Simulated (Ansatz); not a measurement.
NiGe2 in space group I4/mcm (No. 140; Ge on 8h, Ni on 4a) at seven volumes, PBE (plane waves, PAW; program Ansatz), shape and atoms relaxed at each. One row is withheld.

```json
[
 {"V (Å³/atom)": "13.536", "P (GPa)": "13.05"},
 {"V (Å³/atom)": "13.982", "P (GPa)": "7.95"},
 {"V (Å³/atom)": "14.428", "P (GPa)": "3.64"},
 {"V (Å³/atom)": "14.875", "P (GPa)": "0.01"},
 {"V (Å³/atom)": "15.321", "P (GPa)": "-3.06"},
 {"V (Å³/atom)": "15.767", "P (GPa)": "?"},
 {"V (Å³/atom)": "16.213", "P (GPa)": "-7.79"}
]
```

**Question.** Fit the shown pressures and predict the withheld one.

**Answer.** P = (3/2)B₀(x^(7/2) − x^(5/2))[1 + (3/4)(B′ − 4)(x − 1)] with x = (V₀/V)^(2/3). Least squares on the six rows gives V₀ = 14.876 Å³/atom, B₀ = 111 GPa, B′ = 4.69. At V = 15.767, x = 0.9620 and P = -5.63 GPa. The run itself gave -5.64 GPa.

The cell is a constructed one: a structure type filled with these elements; neither database checked (COD, Materials Project) lists it. Its standing as an ambient phase is unchecked. Symmetry was held in the PBE relaxation; its stability against distortions is not shown here. The workflow began spin-polarised and lost its moments.

Potentials: the later of the program's two PAW sets.
